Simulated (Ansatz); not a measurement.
## Data sheet: B (DFT)

B:
```cif
data_B8
_chemical_formula_sum 'B8'
_space_group_name_H-M_alt 'Cmce'
_space_group_IT_number 64
_space_group_name_Hall '-C 2ac 2'
_cell_length_a 2.93826
_cell_length_b 5.32458
_cell_length_c 3.26271
_cell_angle_alpha 90.000
_cell_angle_beta 90.000
_cell_angle_gamma 90.000
loop_
_atom_site_label
_atom_site_type_symbol
_atom_site_symmetry_multiplicity
_atom_site_Wyckoff_symbol
_atom_site_fract_x
_atom_site_fract_y
_atom_site_fract_z
_atom_site_occupancy
B1 B 8 f 0.00000 0.34409 0.40993 1
```
(The calculation used a cell of 4 atoms; values per cell refer to that cell.)

Space group Cmce (No. 64); conventional cell a = 2.938 Å, b = 5.325 Å, c = 3.263 Å, α = β = γ = 90.00°.

Method: PBE (plane waves, PAW; program Ansatz). Structure relaxed to zero pressure with the same functional. Other levels are named where they apply.

### Cell and energy

```
Item                 Result
---------------  ----------
Volume per atom     6.38 Å³
Density          2.81 g/cm³
```

### Electronic structure

```
Quantity                                                                    Result
------------------------------------  --------------------------------------------
Electronic character                                             metallic (no gap)
Density of states at the Fermi level  0.04 states/eV per atom (mean over ±0.08 eV)
```

### Mechanics

```
Item                                  Value
----------------------------------  -------
Bulk modulus (Birch–Murnaghan fit)  263 GPa
Pressure derivative B′                  3.5
```

The start of the workflow was typed in or built on a structure type; neither database checked (COD, Materials Project) lists it. It is not the phase usual at ambient conditions (space group No. 166). The PBE relaxation kept the symmetry of its start; whether a distortion lowers the energy is not shown.

Potentials: the earlier of the program's two PAW sets.
